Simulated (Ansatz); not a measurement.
Clean, relaxed (110) surface of Ta, space group Im-3m (No. 229) (top face towards +c; atoms held fixed, by place in the list: 1, 2):

```
Ta
1.0
     2.84101    0.00000    0.00000
    -0.94700    2.67853    0.00000
     0.00000    0.00000   23.95903
Ta
4
Direct
  0.50000 0.50000 0.35477
  0.00000 0.00000 0.45159
  0.50000 0.50000 0.54807
  0.00000 0.00000 0.64065
```

Method: DFT PBEsol, scalar-relativistic, plane waves, PAW in Ansatz 0.2.0. Cutoff 420 eV; k points 11×11×1 on the computed 4-atom cell (Γ-centred); Gaussian smearing, width 0.10 eV; no spin polarisation. The cell repeats along c with a dipole correction in the vacuum.

H (atom) is put at the bridge (Ta-Ta) at (0.50, 0.00) site, one adsorbate per 7.6 Å², and relaxed. E_ads counts from the clean slab and the free adsorbate (spin-polarised where it has unpaired electrons); negative means bound. Heights count from the highest slab atom after relaxation. Bonded neighbours lie within 1.25 times the sum of covalent radii (1.35 for H) and, on that scale, within 12 % of the closest. With the adsorbate the cell is lengthened along c to keep the vacuum.

(1) How strongly does it bind, and where does its anchoring atom end?

(2) How high does its anchoring atom sit over the highest slab atom, and what is the shortest contact with the surface?

(3) The clean face has a work function of 4.87 eV. How does the adsorbate change it?

Each end is the local minimum or symmetric point that its start leads to. The slab is only 7.0 Å thick, so the energies aren't converged with thickness.

The adsorbed runs have no spin polarisation, so weakly bound open-shell ends lie too high.

## Answers

(1) -3.07 eV; at (0.50, 0.00), 2 bonded neighbours (Ta).

(2) 1.29 Å; H–Ta 1.92 Å.

(3) By +0.13 eV.